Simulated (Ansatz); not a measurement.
Total density of states per atom from r²SCAN in the plane-wave PAW code Ansatz, in 0.25 eV bins, energy from the valence-band maximum:

```
E (eV) | states/eV/atom
    -7.86 |  0.00
    -7.61 |  0.00
    -7.36 |  0.00
    -7.11 |  0.00
    -6.86 | #### 0.29
    -6.61 | ##### 0.41
    -6.36 | ######## 0.65
    -6.11 | ############# 0.99
    -5.86 | ############# 0.99
    -5.61 | ############################## 2.30
    -5.36 | ############## 1.06
    -5.11 | ############ 0.92
    -4.86 | ####### 0.54
    -4.61 | ############ 0.88
    -4.36 | ####################### 1.76
    -4.11 | ############# 0.98
    -3.86 | ############# 1.03
    -3.61 | ##### 0.36
    -3.36 | ### 0.26
    -3.11 | ######################### 1.92
    -2.86 | ################ 1.24
    -2.61 | ####### 0.51
    -2.36 | ######## 0.62
    -2.11 | ############ 0.96
    -1.86 | ########### 0.86
    -1.61 | ############# 0.99
    -1.36 | ############### 1.16
    -1.11 | ######### 0.68
    -0.86 | ######## 0.63
    -0.61 | ####### 0.50
    -0.36 | ##### 0.35
    -0.11 | ## 0.16
     0.14 |  0.00
     0.39 |  0.00
     0.64 |  0.02
     0.89 | ##### 0.36
     1.14 | ######## 0.62
     1.39 | ########## 0.79
     1.64 | ########### 0.86
     1.89 | ################### 1.44
     2.14 | ############# 1.00
     2.39 | ### 0.23
     2.64 |  0.01
     2.89 |  0.00
     3.14 |  0.00
     3.39 |  0.00
     3.64 |  0.00
     3.89 |  0.00
     4.14 |  0.00
     4.39 |  0.00
     4.64 | ## 0.15
     4.89 | #### 0.27
     5.14 | ###### 0.44
     5.39 | ###### 0.47
```

Task: Pick the material that matches.
(A) Al2Pt, fluorite or antifluorite type
(B) Se, P3_221 (Se on 3b)
(C) TbBi, rock salt
(D) PtSe2, CdI2 type

Result: D, PtSe2, CdI2 type. Top 1 eV of the valence band: Se 4p 83 %, Pt 5d 14 %. Bottom 1 eV of the conduction band: Se 4p 60 %, Pt 5d 32 %. Projections are on Löwdin-orthogonalised atomic valence shells; empty p or d shells of many metals are not among them.

Space group P-3m1 (CdI2 type). Symmetry was held in the r²SCAN relaxation. No spin polarisation was allowed. A crystal of weakly bound layers computed without a dispersion correction: the cell and the soft elastic constants depend strongly on that. Spin–orbit coupling is left out wherever it is not named.

Potentials: the later of the program's two PAW sets.
